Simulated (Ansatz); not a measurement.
Given:

Relaxed ScIr (CsCl type):

```xyz
2
Lattice="3.1621 0.0000 0.0000 0.0000 3.1621 0.0000 0.0000 0.0000 3.1621" Properties=species:S:1:pos:R:3 pbc="T T T"
Sc     1.5810     1.5810     1.5810
Ir     0.0000     0.0000     0.0000
```

A phonon eigenvector at Γ is frozen into this cell: atom i moves by Q times the vector below, so Q is the largest atomic displacement, in Å. The cell is held. It is one choice among 3 degenerate patterns.

| atom | x | y | z |
|---|---|---|---|
| Sc1 | 0.000 | 0.000 | 1.000 |
| Ir2 | 0.000 | 0.000 | -0.234 |

Level of theory: LDA (plane waves to 420 eV, PAW, scalar-relativistic; Ansatz, a quantum-chemistry and plane-wave program). k mesh 15×15×15 (Γ-centred), Fermi-Dirac smearing 0.05 eV. E stands for the smeared free energy. With partly filled bands, energies and forces of such displacements shift with the k mesh and the smearing. ScIr is run without spin polarisation. ScIr was relaxed with its symmetry unable to fall. Spin-orbit coupling is left out, though Ir is heavy. The zero of ΔE is the undisplaced structure.

The scan covers Q from -0.180 to 0.180 Å in 13 points.

**Question.** Which space group does the distorted structure have?

**Answer.** P4mm (No. 99), lowered from Pm-3m.

**Question.** Is the energy the same for equal positive and negative displacements?

**Answer.** Even: the same for both signs.

**Question.** Is this a single well or a double well?

**Answer.** A single well with its minimum at or next to zero displacement.

**Question.** What is the energy change at Q = 0.180 Å?

**Answer.** 154 meV/cell.

**Question.** What harmonic wavenumber does the curvature at Q = 0 give?

**Answer.** 214 cm⁻¹.

(For displaced atoms, the force is minus the slope of the energy, and its curvature is a force constant, which sets phonon frequencies.)
